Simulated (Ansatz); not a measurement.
Given:

Nb3Sn:
```xyz
8
Lattice="5.3191 0.0000 0.0000 0.0000 5.3191 0.0000 0.0000 0.0000 5.3191" Properties=species:S:1:pos:R:3 pbc="T T T"
Sn     0.0000     0.0000     0.0000
Sn     2.6595     2.6595     2.6595
Nb     1.3298     0.0000     2.6595
Nb     2.6595     3.9893     0.0000
Nb     3.9893     0.0000     2.6595
Nb     2.6595     1.3298     0.0000
Nb     0.0000     2.6595     3.9893
Nb     0.0000     2.6595     1.3298
```

This is the PBE-relaxed structure.

**Question.** All from DFT-PBE in the program Ansatz with PAW potentials, unless another level is named. Give the bulk modulus (Birch–Murnaghan fit).

**Answer.** 162 GPa.

**Question.** Next, the highest zone-centre frequency?

**Answer.** 24.8 meV.

Space group Pm-3n (A15 (Cr3Si type)). The PBE relaxation kept the symmetry of its start. No spin polarisation was allowed. Scalar-relativistic: spin–orbit coupling is off unless named, which matters more the heavier the elements.

Potentials: the later of the program's two PAW sets.
